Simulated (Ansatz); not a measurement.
Starting cell, Ti2O3 (corundum):

```
Ti2O3
1.0
    2.49574     1.44092     4.58833
   -2.49574     1.44092     4.58833
    0.00000    -2.88183     4.58833
Ti O
4 6
Direct
  0.84570   0.84570   0.84570
  0.15430   0.15430   0.15430
  0.65430   0.65430   0.65430
  0.34570   0.34570   0.34570
  0.06147   0.43853   0.75000
  0.93853   0.56147   0.25000
  0.75000   0.06147   0.43853
  0.25000   0.93853   0.56147
  0.43853   0.75000   0.06147
  0.56147   0.25000   0.93853
```

The atoms are displaced by Q × the pattern below (from a DFPT mode at Γ, largest move 1; Q in Å), at fixed cell.

```json
[
 {"atom": "Ti1", "x": "0.000", "y": "0.000", "z": "1.000"},
 {"atom": "Ti2", "x": "0.000", "y": "0.000", "z": "-1.000"},
 {"atom": "Ti3", "x": "0.000", "y": "0.000", "z": "-1.000"},
 {"atom": "Ti4", "x": "0.000", "y": "0.000", "z": "1.000"},
 {"atom": "O5", "x": "-0.530", "y": "0.000", "z": "0.000"},
 {"atom": "O6", "x": "0.530", "y": "0.000", "z": "0.000"},
 {"atom": "O7", "x": "0.265", "y": "-0.459", "z": "0.000"},
 {"atom": "O8", "x": "-0.265", "y": "0.459", "z": "0.000"},
 {"atom": "O9", "x": "0.265", "y": "0.459", "z": "0.000"},
 {"atom": "O10", "x": "-0.265", "y": "-0.459", "z": "0.000"}
]
```

Method: LDA (plane waves to 420 eV, PAW, scalar-relativistic; Ansatz, an electronic-structure program). k mesh 11×11×11 (Γ-centred), Fermi-Dirac smearing 0.05 eV. E stands for the smeared free energy. Compression counts positive. Left out: 4 of 13 points, with atoms too close for the PAW data. With partly filled bands, energies and forces of such displacements shift with the k mesh and the smearing. Ti2O3 is run without spin polarisation and with no Hubbard U. Ti2O3 was relaxed with its symmetry unable to fall. ΔE is measured from the undisplaced structure.

**Question.** Give the computed ΔE (meV/cell) and P (GPa) at Q (Å) = -0.093, 0.047, 0.093, 0.187, 0.233, 0.280.

**Answer.** 
```
Q (Å)   ΔE (meV/cell)  P (GPa)
------  -------------  -------
-0.093            235      0.3
0.047              48     -0.1
0.093             189     -0.1
0.187             729     -0.5
0.233            1116     -0.8
0.280            1581     -1.3
```

(For displaced atoms, the force is minus the slope of the energy, and its curvature is a force constant, which sets phonon frequencies.)
